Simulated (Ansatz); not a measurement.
NbAu₂ (space group P6/mmm)

```cif
data_Au2Nb
_chemical_formula_sum 'Nb1 Au2'
_space_group_name_H-M_alt 'P6/mmm'
_space_group_IT_number 191
_space_group_name_Hall '-P 6 2'
_cell_length_a 4.66046
_cell_length_b 4.66046
_cell_length_c 2.74609
_cell_angle_alpha 90.000
_cell_angle_beta 90.000
_cell_angle_gamma 120.000
loop_
_atom_site_label
_atom_site_type_symbol
_atom_site_symmetry_multiplicity
_atom_site_Wyckoff_symbol
_atom_site_fract_x
_atom_site_fract_y
_atom_site_fract_z
_atom_site_occupancy
Nb1 Nb 1 a 0.00000 0.00000 0.00000 1
Au1 Au 2 d 0.33333 0.66667 0.50000 1
```

Two coordinates are scanned: the volume, and the ratio of the stretch along z (the conventional c axis) to the stretch across it. Atoms keep their fractional coordinates.

All values below come from r2SCAN (plane waves to 500 eV, PAW, scalar-relativistic; Ansatz, a quantum-chemistry and plane-wave program). k mesh 12×12×17 (Γ-centred), Fermi-Dirac smearing 0.05 eV. Stress and pressure are positive under compression. With partly filled bands, the response to shear is sensitive to the k mesh, so small differences along c/a are uncertain. NbAu2 is run without spin polarisation. NbAu2 was relaxed with its symmetry unable to fall. Spin-orbit coupling is left out, though Au is heavy. The last digit holds for this mesh only.

Changes of σxx (GPa) from the point V/V₀ = 1.000, (c/a)/(c/a)₀ = 1.000 when one coordinate moves alone (two changes are said to add if the coupling is within 5 % of the smaller one, nearly so within 20 %):

```csv
point,change
"V/V₀ = 1.000, (c/a)/(c/a)₀ = 0.960",-3.73
"V/V₀ = 1.000, (c/a)/(c/a)₀ = 0.973",-2.50
"V/V₀ = 1.000, (c/a)/(c/a)₀ = 0.987",-1.26
"V/V₀ = 0.960, (c/a)/(c/a)₀ = 1.000",8.77
"V/V₀ = 0.973, (c/a)/(c/a)₀ = 1.000",5.61
"V/V₀ = 0.987, (c/a)/(c/a)₀ = 1.000",2.69
"V/V₀ = 1.013, (c/a)/(c/a)₀ = 1.000",-2.48
"V/V₀ = 1.027, (c/a)/(c/a)₀ = 1.000",-4.75
"V/V₀ = 1.040, (c/a)/(c/a)₀ = 1.000",-6.85
"V/V₀ = 1.000, (c/a)/(c/a)₀ = 1.013",1.30
"V/V₀ = 1.000, (c/a)/(c/a)₀ = 1.027",2.61
"V/V₀ = 1.000, (c/a)/(c/a)₀ = 1.040",3.92
```

Problem. Do the two effects add at V/V₀ = 1.040, (c/a)/(c/a)₀ = 0.987? Give the computed change.

Solution. The sum of the single changes is -6.85 + (-1.26) = -8.11; the calculation gives -7.88, so the coupling contributes 0.23 (under 20 % of the smaller single change, nearly additive).

Problem. Do the two effects add at V/V₀ = 0.973, (c/a)/(c/a)₀ = 0.960? Give the computed change.

Solution. The sum of the single changes is 5.61 + (-3.73) = 1.88; the calculation gives 1.37, so the coupling contributes -0.51 (under 20 % of the smaller single change, nearly additive).

Problem. Do the two effects add at V/V₀ = 0.987, (c/a)/(c/a)₀ = 0.960? Give the computed change.

Solution. The sum of the single changes is 2.69 + (-3.73) = -1.04; the calculation gives -1.29, so the coupling contributes -0.25 (under 20 % of the smaller single change, nearly additive).

(Under strain, the slope of the energy per volume gives the stress and its curvature an elastic modulus.)
